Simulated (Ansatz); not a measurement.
Sc (fcc (Cu type), Fm-3m), a = b = c = 4.472 Å, α = β = γ = 90.00°; the cell used has 1 atom.

Relaxed with LDA.

**Question.** Which orbitals make up the states near the Fermi level in plane-wave PAW LDA (Ansatz code)?

**Answer.** Within 0.5 eV of the Fermi level: Sc 3d 87 %, outside the projected shells 9 %. Projections are on Löwdin-orthogonalised atomic valence shells; empty p or d shells of many metals are not among them.

**Question.** Tabulate the density of states.

**Answer.** States/eV per cell of 1 atom, in 0.25 eV bins, energy from the Fermi level.

```tsv
E (eV)	total	Sc 3d	Sc 4s	Sc 3p
-5.45	0.00	0.00	0.00	0.00
-5.20	0.03	0.00	0.03	0.00
-4.95	0.07	0.00	0.06	0.00
-4.70	0.09	0.00	0.08	0.00
-4.45	0.12	0.00	0.10	0.00
-4.20	0.14	0.00	0.12	0.00
-3.95	0.16	0.01	0.14	0.00
-3.70	0.18	0.01	0.16	0.00
-3.45	0.21	0.02	0.18	0.01
-3.20	0.24	0.03	0.20	0.01
-2.95	0.28	0.04	0.22	0.01
-2.70	0.32	0.07	0.24	0.01
-2.45	0.38	0.11	0.25	0.01
-2.20	0.46	0.17	0.27	0.01
-1.95	0.64	0.32	0.30	0.01
-1.70	0.94	0.61	0.30	0.01
-1.45	0.97	0.70	0.24	0.01
-1.20	0.94	0.72	0.18	0.01
-0.95	0.93	0.76	0.12	0.01
-0.70	1.22	1.10	0.06	0.01
-0.45	1.43	1.35	0.02	0.01
-0.20	1.76	1.61	0.02	0.01
0.05	1.64	1.40	0.04	0.01
0.30	1.80	1.42	0.12	0.01
0.55	1.61	1.43	0.05	0.01
0.80	1.77	1.58	0.07	0.01
1.05	1.76	1.53	0.11	0.01
1.30	1.53	1.32	0.11	0.00
1.55	1.30	1.15	0.07	0.00
1.80	1.92	1.82	0.03	0.00
2.05	1.52	1.46	0.01	0.00
2.30	1.36	1.33	0.01	0.00
2.55	1.53	1.48	0.02	0.00
2.80	1.98	1.90	0.04	0.00
3.05	1.42	1.37	0.03	0.00
3.30	1.50	1.45	0.03	0.00
3.55	1.52	1.47	0.03	0.00
3.80	1.75	1.68	0.04	0.00
4.05	2.66	2.56	0.05	0.00
4.30	2.48	2.37	0.07	0.00
4.55	1.09	0.90	0.11	0.00
4.80	0.74	0.48	0.13	0.00
```

The workflow started from a Materials Project entry (that database holds measured and hypothetical structures alike); the Crystallography Open Database files this formula in space group No. 225, but the cells were not matched. It is not the phase usual at ambient conditions (space group No. 194). The LDA relaxation kept the symmetry of its start; its stability against distortions is not shown here. The run is not spin-polarised.

Potentials: the earlier of the program's two PAW sets. The files were generated under PBE; for other functionals the program regenerates the frozen cores, and for LDA and PBEsol the local potential too.
